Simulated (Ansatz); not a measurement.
C:
```xyz
4
Lattice="-1.2621 1.2621 4.3130 1.2621 -1.2621 4.3130 1.2621 1.2621 -4.3130" Properties=species:S:1:pos:R:3 pbc="T T T"
C      0.0000     0.0000     3.5707
C      1.2621     0.0000     1.4142
C      1.2621     0.0000     2.8989
C      0.0000     0.0000     5.0554
```

Relaxed with PBEsol.

Question: Decompose the optical modes at the zone centre into irreducible representations, and say which are infrared and Raman allowed.

Answer: Point group 4/mmm: Γ_opt = A1g + B1g + B2u + 2Eg + Eu. Infrared: Eu. Raman: A1g, B1g, Eg.

Question: Assign frequencies (DFPT, PBEsol (plane waves, PAW; program Ansatz)).

Answer: Eu 533, Eg 761, B2u 1139, B1g 1252, Eg 1348, A1g 1436 cm⁻¹.

Subscripts of B labels follow the axes of the standard setting.

Space group I4_1/amd. The start of the workflow was typed in or built on a structure type; the Crystallography Open Database files this formula in space group No. 141, but the cells were not matched. It is not the phase usual at ambient conditions (space group No. 194, 227). The PBEsol relaxation kept the symmetry of its start; of distortions, only those at the zone centre were tested. As this level gives no gap, phonon frequencies hold no LO–TO term and depend on the k-mesh and smearing (Fermi–Dirac, 0.1 eV here).

Potentials: the later of the program's two PAW sets.
